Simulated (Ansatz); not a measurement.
SiSnO$_{3}$:
```
SiSnO3
1.0
    3.46574     0.00000     0.00000
    0.00000     3.46574     0.00000
    0.00000     0.00000     4.68912
Si Sn O
1 1 3
Direct
  0.50000   0.50000   0.49030
  0.00000   0.00000   0.01503
  0.50000   0.50000   0.83807
  0.50000   0.00000   0.38130
  0.00000   0.50000   0.38130
```

Tensor components refer to the Cartesian frame of this cell.

Give the proper piezoelectric stress tensor with relaxed ions from PBEsol in the plane-wave PAW code Ansatz.

In C/m², rows x, y, z, Voigt columns; mesh uncertainty up to 0.01.
```
0.00  0.00  0.00  0.00  6.17  0.00
0.00  0.00  0.00  6.17  0.00  0.00
1.24  1.24  1.39  0.00  0.00  0.00
```

The elastic tensor of the same run (GPa):

```json
[
 {"": "1", "1": "257", "2": "203", "3": "73.8", "4": "0.0", "5": "0.0", "6": "0.0"},
 {"": "2", "1": "203", "2": "257", "3": "73.8", "4": "0.0", "5": "0.0", "6": "0.0"},
 {"": "3", "1": "73.8", "2": "73.8", "3": "97.1", "4": "0.0", "5": "0.0", "6": "0.0"},
 {"": "4", "1": "0.0", "2": "0.0", "3": "0.0", "4": "40.4", "5": "0.0", "6": "0.0"},
 {"": "5", "1": "0.0", "2": "0.0", "3": "0.0", "4": "0.0", "5": "40.4", "6": "0.0"},
 {"": "6", "1": "0.0", "2": "0.0", "3": "0.0", "4": "0.0", "5": "0.0", "6": "178"}
]
```

Convert to strain constants d = e·S.

In pC/N:
```
  0.0    0.0    0.0    0.0  152.7    0.0
  0.0    0.0    0.0  152.7    0.0    0.0
  0.5    0.5   13.5    0.0    0.0    0.0
```

Space group P4mm. A made-up cell: these elements were put on the sites of a structure type; neither database checked (COD, Materials Project) lists it. Whether it is the stable phase at ambient conditions was not checked. The cell was relaxed with PBEsol under the symmetry of its start; whether a distortion lowers the energy is not shown. Signs of piezoelectric constants follow the polarity of the cell as given. Scalar-relativistic: spin–orbit coupling is off unless named, which matters more the heavier the elements.

Potentials: the earlier of the program's two PAW sets. The files were generated under PBE; for other functionals the program regenerates the frozen cores, and for LDA and PBEsol the local potential too.
